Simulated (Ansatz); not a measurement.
# AlOF: Al-27 nuclear quadrupole resonance

Cell: a computed structure from the Materials Project (it need not be an observed phase), atoms as given.

```
Al O F
1.0
     9.06976    0.00000    0.00000
     0.00000    8.63980    0.00000
     0.00000    0.00000    4.92453
Al O F
12 12 12
Direct
  0.86749 0.92703 0.06088
  0.86749 0.57297 0.06088
  0.42442 0.25000 0.12533
  0.92442 0.25000 0.37467
  0.36749 0.57297 0.43912
  0.36749 0.92703 0.43912
  0.63251 0.07297 0.56088
  0.63251 0.42703 0.56088
  0.07558 0.75000 0.62533
  0.57558 0.75000 0.87467
  0.13251 0.42703 0.93912
  0.13251 0.07297 0.93912
  0.23440 0.25000 0.03721
  0.98316 0.08658 0.19284
  0.98316 0.41342 0.19284
  0.48316 0.08658 0.30717
  0.48316 0.41342 0.30717
  0.73440 0.25000 0.46279
  0.26560 0.75000 0.53721
  0.51684 0.58658 0.69283
  0.51684 0.91342 0.69283
  0.01684 0.58658 0.80717
  0.01684 0.91342 0.80717
  0.76560 0.75000 0.96279
  0.25446 0.94421 0.12753
  0.25446 0.55579 0.12753
  0.48006 0.75000 0.19523
  0.98006 0.75000 0.30477
  0.75446 0.55579 0.37247
  0.75446 0.94421 0.37247
  0.24554 0.05579 0.62753
  0.24554 0.44421 0.62753
  0.01994 0.25000 0.69523
  0.51994 0.25000 0.80477
  0.74554 0.44421 0.87247
  0.74554 0.05579 0.87247
```

Sites (sets of like atoms) are named by element and the number of their first atom in this list.

All values are calculated (Ansatz; DFT, r2SCAN, plane waves and PAW, scalar-relativistic, 500 eV cutoff, Γ-centred 3×3×5 k-points, Fermi–Dirac smearing 0.02 eV), not measured.

Al-27: I = 5/2, Q = 146.6 mb (year-2017 value). Static lattice, zero field.

Q: Predict the zero-field Al-27 lines of each site.

A: For I = 5/2 and η = 0 the lines are 3|C_Q|/20 and twice that; η pulls their ratio below 2.

```
site                atoms  V_zz (10²¹ V/m²)  C_Q (MHz)     η  line frequencies (MHz)
 Al1  1, 2, 5, 6, 7, 8, …              3.96       14.0  0.62              2.84, 3.96
 Al3          3, 4, 9, 10              3.10       11.0  0.17              1.70, 3.28
```

At Al3 V_zz points along its one bond to F (within 9°).

At this cell the r2SCAN pressure is -5 GPa, so with r2SCAN the cell would shrink if it were relaxed. The entry's cell may itself be off. With these PAW files V_zz is typically within 2 to 3 % of all-electron values, but misses above 10 % occur on Al.
